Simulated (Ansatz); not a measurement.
**Na3WClO4, one structure, two calculations**

Cell: a refined structure from the COD whose atoms were relaxed with PBE, the cell held.

```xyz
18
Lattice="7.5181 0.0000 0.0000 0.0000 7.5181 0.0000 0.0000 0.0000 5.3600" Properties=species:S:1:pos:R:3 pbc="T T T"
Na    3.7590    0.0000    1.9209
Na    0.0000    3.7590    3.4391
Na    5.6386    1.8795    0.0000
Na    1.8795    1.8795    0.0000
Na    1.8795    5.6386    0.0000
Na    5.6386    5.6386    0.0000
W     0.0000    0.0000    2.6800
W     3.7590    3.7590    2.6800
Cl    3.7590    0.0000    4.5130
Cl    0.0000    3.7590    0.8470
O     6.0848    0.0000    1.6017
O     3.7590    2.3258    1.6017
O     1.4333    0.0000    1.6017
O     3.7590    5.1923    1.6017
O     2.3258    3.7590    3.7583
O     0.0000    1.4333    3.7583
O     5.1923    3.7590    3.7583
O     0.0000    6.0848    3.7583
```

Sites (sets of like atoms) are named by element and the number of their first atom in this list.

First run. Method: Kohn–Sham DFT in Ansatz, PBE, plane waves and PAW, scalar-relativistic, 420 eV cutoff, Γ-centred 3×3×4 k-points, Fermi–Dirac smearing 0.02 eV.

```
site  atom  V_zz (10²¹ V/m²)     η
 Na1     1              0.54  0.00
 Na3     3             -0.55  0.58
   W     7            -10.96  0.00
  Cl     9             -1.75  0.00
   O    11              1.43  0.81
```

Second run. The same atoms and settings, except that the functional is r2SCAN and the cutoff is 500 eV.

Task: What does the second run give?

Result: 

| site | atom | V_zz | η | change of V_zz |
| --- | --- | --- | --- | --- |
| Na1 | 1 | 0.53 | 0.00 | -0.01 |
| Na3 | 3 | -0.56 | 0.53 | -0.01 |
| W | 7 | -11.02 | 0.00 | -0.06 |
| Cl | 9 | -1.94 | 0.00 | -0.19 |
| O | 11 | 1.53 | 0.79 | +0.10 |

The largest change of V_zz is on Cl, from -1.75 to -1.94. In per cent, |V_zz| changes by -1 to +1 on Na, 0 on W, +10 on Cl, +7 on O (all sites that start above 0.5).

Without spin–orbit coupling the gradients at and beside W can be off by some per cent, at some sites by more.
For the second run: The largest force is 0.5 eV/Å, so the atoms aren't at the calculated equilibrium and relaxing them would move these values.
